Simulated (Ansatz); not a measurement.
RbNb6S8:
```cif
data_Nb6RbS8
_chemical_formula_sum 'Rb1 Nb6 S8'
_space_group_name_H-M_alt 'P-3'
_space_group_IT_number 147
_space_group_name_Hall '-P 3'
_cell_length_a 9.51386
_cell_length_b 9.51386
_cell_length_c 3.34731
_cell_angle_alpha 90.000
_cell_angle_beta 90.000
_cell_angle_gamma 120.000
loop_
_atom_site_label
_atom_site_type_symbol
_atom_site_symmetry_multiplicity
_atom_site_Wyckoff_symbol
_atom_site_fract_x
_atom_site_fract_y
_atom_site_fract_z
_atom_site_occupancy
Rb1 Rb 1 b 0.00000 0.00000 0.50000 1
Nb1 Nb 6 g 0.62720 0.11380 0.25089 1
S1 S 2 d 0.33333 0.66667 0.24915 1
S2 S 6 g 0.34679 0.05862 0.24746 1
```

Relaxed at zero pressure with plane-wave PAW LDA (Ansatz code).

The volume is raised by 3 % and shape and atoms relax at that volume. What pressure results, and how do the axes share the change?

-3.3 GPa; a 1.1 %, b 1.1 %, c 0.7 %; the energy rises by 6 meV/atom.

Give the new structure.


Space group P-3 (No. 147); a = b = 9.620 Å, c = 3.372 Å, α = β = 90.00°, γ = 120.00°

```
atom  site  symmetry       x       y       z
----  ----  --------  ------  ------  ------
Rb      1b      -3..  0.0000  0.0000  0.5000
Nb      6g         1  0.6265  0.1131  0.2507
S       2d       3..  0.3333  0.6667  0.2494
S       6g         1  0.3491  0.0587  0.2480
```

The phase is kept; no other phase was compared at this pressure.

The first step of the workflow began from a Materials Project structure, measured or hypothetical; the Crystallography Open Database copy checked does not list it. Its standing as an ambient phase is unchecked. The LDA relaxation kept the symmetry of its start; its stability against distortions is not shown here. No spin polarisation was allowed.

Potentials: the later of the program's two PAW sets.
